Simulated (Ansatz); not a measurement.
Relaxed-ion elastic tensor of KLuS2 in space group R-3m (No. 166; Lu on 3b, K on 3a, S on 6c) in GPa (Voigt order), plane-wave PAW PBEsol (Ansatz code); density 4.82 g/cm³, 23.94 Å³ per atom.

|  | 1 | 2 | 3 | 4 | 5 | 6 |
|---|---|---|---|---|---|---|
| 1 | 101 | 25.4 | 26.3 | 10.7 | 0.0 | 0.0 |
| 2 | 25.4 | 101 | 26.3 | -10.7 | 0.0 | 0.0 |
| 3 | 26.3 | 26.3 | 85.0 | 0.0 | 0.0 | 0.0 |
| 4 | 10.7 | -10.7 | 0.0 | 30.8 | 0.0 | 0.0 |
| 5 | 0.0 | 0.0 | 0.0 | 0.0 | 30.8 | 10.7 |
| 6 | 0.0 | 0.0 | 0.0 | 0.0 | 10.7 | 37.9 |

Is the crystal mechanically stable?

Yes: the smallest eigenvalue of C is 23.1 GPa.

Work out the Voigt, Reuss and Hill averages.

K_V = 49.2, K_R = 49.0, K_H = 49.1; G_V = 33.9, G_R = 30.9, G_H = 32.4 GPa.

Give Young's modulus, Poisson's ratio, Pugh's ratio and the universal anisotropy index.

E = 9KG/(3K + G) = 79.6 GPa; ν = 0.23; K/G = 1.52 (brittle by the Pugh limit of 1.75); A_U = 5G_V/G_R + K_V/K_R − 6 = 0.49.

Estimate the sound speeds and the Debye temperature.

v_l = √((K + 4G/3)/ρ) = 4370 m/s, v_t = √(G/ρ) = 2590 m/s, mean 2870 m/s; Θ = (h/k)(3n/4πV)^(1/3) v_m = 296 K.

Solve the Christoffel equation for the three sound speeds along x, y, z.

Eigenvalues of C_ijkl n_j n_l equal ρv². In km/s, slowest first: x 2.19, 3.08, 4.58; y 2.46, 2.80, 4.62; z 2.53, 2.53, 4.20.

How much does each axis shrink under pressure?

Linear compressibilities β_i = Σ_j S_ij (j = 1 to 3): x 6.3, y 6.3, z 7.9 per TPa.

The workflow started from an entry of the Crystallography Open Database (COD, 301 K). Whether it is the stable phase at ambient conditions was not checked. The cell was relaxed with PBEsol under the symmetry of its start; of distortions, only those at the zone centre were tested. Spin–orbit coupling is left out wherever it is not named.

Potentials: the later of the program's two PAW sets.
